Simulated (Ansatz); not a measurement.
# Quadrupolar parameters in K₂PtC₆N₆

The cell is a refined structure from the COD, its atoms then relaxed with PBE in this cell.

```
K Pt C N
1.0
     7.39280    0.00000    0.00000
    -3.69640    6.40235    0.00000
     0.00000    0.00000    6.66130
K Pt C N
2 1 6 6
Direct
  0.33333 0.66667 0.50000
  0.66667 0.33333 0.50000
  0.00000 0.00000 0.00000
  0.22301 0.22301 0.17397
  0.77699 0.00000 0.17397
  0.00000 0.77699 0.17397
  0.77699 0.77699 0.82603
  0.00000 0.22301 0.82603
  0.22301 0.00000 0.82603
  0.35132 0.35132 0.27508
  0.64868 0.00000 0.27508
  0.00000 0.64868 0.27508
  0.64868 0.64868 0.72492
  0.00000 0.35132 0.72492
  0.35132 0.00000 0.72492
```

Sites (sets of like atoms) are named by element and the number of their first atom in this list.

Level of theory: DFT, PBE, plane waves and PAW, scalar-relativistic, 420 eV cutoff, Γ-centred 5×5×5 k-points, Fermi–Dirac smearing 0.05 eV (Ansatz 0.2.0).

C_Q = eQV_zz/h, which is 24.18 MHz for Q = 1 b and V_zz = 10²¹ V/m²; η = (V_xx − V_yy)/V_zz. Directions are in the Cartesian axes of the cell vectors above, for the atom listed; none is given where the gradient is under 0.02 or η is above 0.95.

```tsv
site	first atom	first shell	V_zz (10²¹ V/m²)	η	direction of V_zz (x, y, z)
K	1	6 N at 2.83 Å	0.75	0.00	0.00 0.00 1.00
Pt	3	6 C at 2.02 Å	-0.48	0.00	0.00 0.00 1.00
C	4	1 N at 1.16 Å, 1 Pt at 2.02 Å, angle 180°	-3.97	0.08	0.41 0.70 0.58
N	10	1 C at 1.16 Å; also 2 K at 2.83 Å, 1 Pt at 3.18 Å	-7.23	0.00	0.41 0.70 0.58
```

An axis of threefold or higher order runs through K and Pt, so V_zz lies along it and η is zero. At C V_zz points along the shorter of its two bonds, to N (within 1°). At N V_zz points along its bond to C (within 1°).

Spin–orbit coupling is left out, which shifts gradients on Pt by a few per cent, and by more where contributions nearly cancel. The database entry as given showed forces above 3 eV/Å or a pressure above 30 GPa, though relaxing it moves no atom far.
